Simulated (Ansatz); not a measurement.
Y$_{3}$Si$_{5}$:
```yaml
crystal:
  lattice:
    - [6.64055, 0.00000, 0.00000]
    - [-3.32027, 5.75088, 0.00000]
    - [0.00000, 0.00000, 4.16466]
  atoms:
    - { symbol: Y, position: [0.00000, 0.64935, 0.00000] }
    - { symbol: Y, position: [0.64935, 0.00000, 0.00000] }
    - { symbol: Y, position: [0.35065, 0.35065, 0.00000] }
    - { symbol: Si, position: [0.66667, 0.33333, 0.50000] }
    - { symbol: Si, position: [0.33333, 0.66667, 0.50000] }
    - { symbol: Si, position: [0.00000, 0.28317, 0.50000] }
    - { symbol: Si, position: [0.28317, 0.00000, 0.50000] }
    - { symbol: Si, position: [0.71683, 0.71683, 0.50000] }
```

Relaxed with r²SCAN. Special points in fractions of this cell's reciprocal vectors: Γ (0.000, 0.000, 0.000); M (0.500, 0.000, 0.000); K (0.333, 0.333, 0.000); A (0.000, 0.000, 0.500); L (0.500, 0.000, 0.500); H (0.333, 0.333, 0.500).

**Question.** List the band energies nearest the Fermi level at these points for the program Ansatz at the r²SCAN level (PAW).

**Answer.** In eV from the Fermi level; about four levels below and three above (degenerate sets whole), none deeper than 8.9 eV; points with the same levels are listed once.

```json
[
 {"k": "Γ", "below": "-1.59 -1.52 -1.52 -0.06", "above": "0.98 1.01 1.73 1.73"},
 {"k": "M", "below": "-2.03 -1.93 -0.77 -0.04", "above": "0.69 0.85 1.57"},
 {"k": "K", "below": "-1.94 -1.40 -1.40 -1.16", "above": "1.31 1.31 1.54 1.54"},
 {"k": "A", "below": "-2.76 -2.76 -1.34 -0.21 -0.21", "above": "0.08 0.08 1.10 1.10"},
 {"k": "L", "below": "-2.82 -2.64 -2.41 -1.74", "above": "0.32 0.51 1.13"},
 {"k": "H", "below": "-2.28 -2.28 -2.08 -2.08", "above": "0.22 0.24 0.24"}
]
```

Space group P-62m. The start of the workflow was typed in or built on a structure type; neither database checked (COD, Materials Project) lists it. Whether it is the stable phase at ambient conditions was not checked. Symmetry was held in the r²SCAN relaxation; whether a distortion lowers the energy is not shown. The run is not spin-polarised. Spin–orbit coupling is left out wherever it is not named.

Potentials: the earlier of the program's two PAW sets.
